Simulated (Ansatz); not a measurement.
# ZrSiRu (P-62m): electronic heat capacity and spin susceptibility from the density of states

Computed with Ansatz, DFT PBEsol, scalar-relativistic, plane waves, PAW.

Cutoff 420 eV; k points 6×6×10 on the computed 9-atom cell (Γ-centred); Gaussian smearing, width 0.10 eV; no spin polarisation.

Relaxed cell: P-62m, a = 6.635 Å, b = 6.635 Å, c = 3.679 Å, α = 90.00°, β = 90.00°, γ = 120.00°, 9 atoms in the primitive cell. Whether it is the stable form of this composition wasn't checked.

The density of states at the Fermi level is 3.966 states/eV in the cell of 9 atoms (3 formula units; both spins, tetrahedra on a 9×9×15 mesh).

**Question.** What Sommerfeld coefficient and Pauli susceptibility does this give?

**Answer.** Per formula unit N(E_F) = 1.322 states/eV. γ = (π²/3) k_B² N(E_F) N_A = 2.357 mJ/(mol K²) per state/eV, so γ = 3.1 mJ/(mol K²), a mole of formula units. χ_P = μ_B² N(E_F) N_A = 3.23×10⁻⁵ emu/mol per state/eV gives 4.3×10⁻⁵ emu/mol. This is the bare band result: a measured γ of the same phase is as a rule larger by a factor 1 + λ from phonons and spin fluctuations, the spin part of χ is larger by the Stoner factor, and a measured χ also holds orbital and core terms. N(E_F) at one energy is sensitive to the mesh where the density of states has sharp peaks.